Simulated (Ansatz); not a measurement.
Values for one crystal, relaxed and computed with LDA (plane waves, PAW; program Ansatz); other levels are named.

Volume per atom: 35.65 Å³
Band gap: 1.01 eV (smallest direct gap 1.02 eV)
Bulk modulus (Birch–Murnaghan fit): 23.2 GPa
Valence-band maximum: on the H–A line, 94 % of the way from H
Electron effective mass: 0.29, 0.29, 0.45 mₑ (principal values)
Hole effective mass: 0.34, 0.43, 15 mₑ (principal values)
HSE06 gap on the LDA cell: 1.53 eV

### Question
Pick the material that matches.
A. Sr3BiN, anti-perovskite
B. MgTe, rock salt
C. Zn3CdS4, P-43m (Zn on 3c, Cd on 1a, S on 4e)
D. BiTeI, P3m1 (Bi on 1a, Te on 1c, I on 1b)

### Answer
D, BiTeI, P3m1 (Bi on 1a, Te on 1c, I on 1b)

The workflow started from a Materials Project entry (that database holds measured and hypothetical structures alike); the Crystallography Open Database files this formula in space group No. 156, but the cells were not matched. Whether it is the stable phase at ambient conditions was not checked. The LDA relaxation kept the symmetry of its start; whether a distortion lowers the energy is not shown. A crystal of weakly bound layers computed without a dispersion correction: the cell and the soft elastic constants depend strongly on that. Scalar-relativistic: spin–orbit coupling is off unless named, which matters more the heavier the elements.

Potentials: the later of the program's two PAW sets.
